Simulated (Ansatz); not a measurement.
Ti2AlN:
```
Ti2AlN
1.0
    2.96556     0.00000     0.00000
   -1.48278     2.56825     0.00000
    0.00000     0.00000    13.52140
Ti Al N
4 2 2
Direct
  0.33333   0.66667   0.08492
  0.66667   0.33333   0.91508
  0.66667   0.33333   0.58492
  0.33333   0.66667   0.41508
  0.33333   0.66667   0.75000
  0.66667   0.33333   0.25000
  0.00000   0.00000   0.00000
  0.00000   0.00000   0.50000
```

This is the PBEsol-relaxed structure.

**Question.** All from the program Ansatz at the PBEsol level (PAW), unless another level is named. Give the electronic character.

**Answer.** metallic (no gap).

**Question.** Give the formation energy from the elements (no fitted shifts).

**Answer.** -1.28 eV/atom.

**Question.** Predict the density of states at the Fermi level.

**Answer.** 0.49 states/eV per atom (mean over ±0.08 eV).

Space group P6_3/mmc. The first step of the workflow began from a Materials Project structure, measured or hypothetical; the Crystallography Open Database copy checked does not list it. Whether it is the stable phase at ambient conditions was not checked. The cell was relaxed with PBEsol under the symmetry of its start; its stability against distortions is not shown here. No spin polarisation was allowed. The references are the lowest solids computed at this level, not always the standard phases (solids in place of the gases).

Potentials: the earlier of the program's two PAW sets. The files were generated under PBE; for other functionals the program regenerates the frozen cores, and for LDA and PBEsol the local potential too.
